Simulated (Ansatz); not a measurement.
## Property card for PbS

PbS:
```xyz
4
Lattice="4.0236 0.0000 0.0000 -2.0118 3.4845 0.0000 0.0000 0.0000 7.2143" Properties=species:S:1:pos:R:3 pbc="T T T"
Pb     0.0000     0.0000     0.0000
Pb     0.0000     0.0000     3.6071
S      0.0000     2.3230     5.4107
S      2.0118     1.1615     1.8036
```

Space group P6_3/mmc (No. 194), NiAs type; conventional cell a = b = 4.024 Å, c = 7.214 Å, α = β = 90.00°, γ = 120.00°.

Method: LDA in the plane-wave PAW code Ansatz. Geometry: relaxed at this level of theory. Other levels are named where they apply.

**Cell and energy**

- Volume per atom: 25.29 Å³
- Density: 7.86 g/cm³
- Formation energy from the elements (no fitted shifts): -0.48 eV/atom

**Electronic structure**

- Electronic character: no gap, with almost no states at the Fermi level (zero-gap or semimetallic)
- Density of states at the Fermi level: 0.01 states/eV per atom (mean over ±0.08 eV)

**Mechanics**

Bulk modulus (Birch–Murnaghan fit): 59.6 GPa
Pressure derivative B′: 3.6
Elastic constants (relaxed ions, GPa): C11 = 78.5, C12 = 43.6, C13 = 52.1, C33 = 121, C44 = 43.7
Mechanical stability: stable (all eigenvalues of C positive)
Hill bulk and shear moduli: 61.9 and 27.2 GPa
Young's modulus: 71.3 GPa
Poisson's ratio: 0.31
Debye temperature from the elastic constants: 211 K

**Phonons**

Highest zone-centre frequency: 243 cm⁻¹
Zone-centre stability: no imaginary mode at Γ

The first step of the workflow began from a Materials Project structure, measured or hypothetical; the Crystallography Open Database copy checked does not list it. It is not the phase usual at ambient conditions (space group No. 225). The LDA relaxation kept the symmetry of its start. A small band overlap can be real or an error of a semilocal functional. As this level gives no gap, shear constants depend on the k-mesh and smearing (Fermi–Dirac, 0.1 eV here). As this level gives no gap, phonon frequencies hold no LO–TO term and depend on the k-mesh and smearing (Fermi–Dirac, 0.1 eV here). The references are the lowest solids computed at this level, not always the standard phases. Scalar-relativistic: spin–orbit coupling is off unless named, which matters more the heavier the elements.

Potentials: the later of the program's two PAW sets.
